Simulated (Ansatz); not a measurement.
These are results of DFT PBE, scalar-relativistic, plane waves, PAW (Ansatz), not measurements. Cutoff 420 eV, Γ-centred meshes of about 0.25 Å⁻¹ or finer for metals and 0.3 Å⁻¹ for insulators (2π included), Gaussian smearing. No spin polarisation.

All energies are static (0 K, no zero-point motion).

Two forms of AgSn2SeI3 were relaxed alike.

A.

```xyz
7
Lattice="4.0237 0.0000 0.0000 0.0000 5.1921 6.1250 0.0000 -5.1921 6.1250" Properties=species:S:1:pos:R:3 pbc="T T T"
Ag    0.0000    0.0000   12.2461
Sn    2.0118   -2.0866    8.7956
Sn    2.0118    2.0866    8.7956
Se    0.0000    0.0000    9.6854
I     0.0000    0.0000    2.7505
I     0.0000   -1.9916    6.4257
I     0.0000    1.9916    6.4257
```

B.

```xyz
7
Lattice="4.6800 0.0000 0.0000 -0.0464 7.1311 0.0000 -2.3364 -2.0006 8.9306" Properties=species:S:1:pos:R:3 pbc="T T T"
Ag    2.2754    5.4884    0.4384
Sn   -0.0560    2.8119    6.4157
Sn   -0.0819    6.3140    3.5853
Se   -0.0643    0.2637    5.9644
I     2.3181    0.6586    1.9830
I     2.2827    3.9013    4.5232
I     4.6163    3.9879    0.0824
```

Problem. Which form is favoured at zero pressure, and by what margin per atom?

Solution. B is lower, by 16 meV/atom. A has space group Amm2 (No. 38), 36.6 Å³/atom and a gap of 0.87 eV on its mesh; B has space group P1 (No. 1), 42.6 Å³/atom and a gap of 1.22 eV. Counting I or Se atoms around Ag and Sn (for each partner element, those within 1.25 times its shortest distance or 1.15 times the sum of covalent radii, where it is the nearest in units of that sum or under 1.3; a plus sign parts groups by distance over the sum of covalent radii), A has Ag 2+2, Sn 4+2 and B has Ag 3, Sn 1+4. The lower one is the more open, so pressure narrows the difference. Both come from trial cells of a structure search, whose lowest cell (P1, 38.7 Å³/atom) lies 68 meV/atom below the lower of the two.

These runs have no spin–orbit coupling, which can matter for I. Kohn–Sham gaps at this level usually fall short of measured ones. The missing spin–orbit coupling can work the other way here. With atoms moved at random, A (by 84 meV/atom) fell into a lower structure and B came back. Some structure types and database cells were kept out of the candidates from the start, so a known form may be missing.
